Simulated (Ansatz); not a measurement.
Si3N4:
```yaml
crystal:
  lattice:
    - [0.00000, 3.87163, 3.87163]
    - [3.87163, 0.00000, 3.87163]
    - [3.87163, 3.87163, 0.00000]
  atoms:
    - { symbol: Si, position: [0.62500, 0.62500, 0.12500] }
    - { symbol: Si, position: [0.62500, 0.12500, 0.62500] }
    - { symbol: Si, position: [0.62500, 0.62500, 0.62500] }
    - { symbol: Si, position: [0.12500, 0.62500, 0.62500] }
    - { symbol: Si, position: [0.25000, 0.25000, 0.25000] }
    - { symbol: Si, position: [0.00000, 0.00000, 0.00000] }
    - { symbol: N, position: [0.86755, 0.86755, 0.86755] }
    - { symbol: N, position: [0.85265, 0.38245, 0.38245] }
    - { symbol: N, position: [0.86755, 0.86755, 0.39735] }
    - { symbol: N, position: [0.38245, 0.85265, 0.38245] }
    - { symbol: N, position: [0.39735, 0.86755, 0.86755] }
    - { symbol: N, position: [0.38245, 0.38245, 0.38245] }
    - { symbol: N, position: [0.86755, 0.39735, 0.86755] }
    - { symbol: N, position: [0.38245, 0.38245, 0.85265] }
```

x, y and z are the axes in which the lattice vectors are written.

Question: Give the high-frequency dielectric tensor and the Born effective charge tensors of the independent atoms from DFPT, the program Ansatz at the PBEsol level (PAW).

Answer: 
ε∞:
```
5.31  0.00  0.00
0.00  5.31  0.00
0.00  0.00  5.31
```
Z* of atom 1 (Si), rows: field, columns: displacement, in e:
```
 3.67   0.16  -0.16
 0.16   3.67  -0.16
-0.16  -0.16   3.67
```
Z* of atom 5 (Si), rows: field, columns: displacement, in e:
```
3.60  0.00  0.00
0.00  3.60  0.00
0.00  0.00  3.60
```
Z* of atom 7 (N), rows: field, columns: displacement, in e:
```
-2.73  -0.23  -0.23
-0.23  -2.73  -0.23
-0.23  -0.23  -2.73
```

Space group Fd-3m. The PBEsol relaxation kept the symmetry of its start.

Potentials: the earlier of the program's two PAW sets. The files were generated under PBE; for other functionals the program regenerates the frozen cores, and for LDA and PBEsol the local potential too.
